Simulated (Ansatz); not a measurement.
PbO2:
Space group P4₂/mnm (No. 136); a = 4.998 Å, b = 4.998 Å, c = 3.411 Å, α = 90.00°, β = 90.00°, γ = 90.00°

```json
[
 {"atom": "Pb", "site": "2a", "symmetry": "m.mm", "x": "0.0000", "y": "0.0000", "z": "0.0000"},
 {"atom": "O", "site": "4f", "symmetry": "m.2m", "x": "0.3076", "y": "0.3076", "z": "0.0000"}
]
```

Relaxed at zero pressure with plane-wave PAW PBEsol (Ansatz code).

Task: The volume is raised by 6 % and shape and atoms relax at that volume. What pressure results, and how do the axes share the change?

Result: -6.0 GPa; a 2.8 %, b 2.8 %, c 0.2 %; the energy rises by 17 meV/atom.

Task: Give the new structure.

Result: 
Space group P4₂/mnm (No. 136); a = b = 5.139 Å, c = 3.419 Å, α = β = γ = 90.00°

```json
[
 {"atom": "Pb", "site": "2a", "symmetry": "m.mm", "x": "0.0000", "y": "0.0000", "z": "0.0000"},
 {"atom": "O", "site": "4f", "symmetry": "m.2m", "x": "0.3092", "y": "0.3092", "z": "0.0000"}
]
```

The phase is kept; no other phase was compared at this pressure.

Space group P4_2/mnm (rutile). Symmetry was held in the PBEsol relaxation; of distortions, only those at the zone centre were tested. Spin–orbit coupling is left out wherever it is not named.

Potentials: the later of the program's two PAW sets.
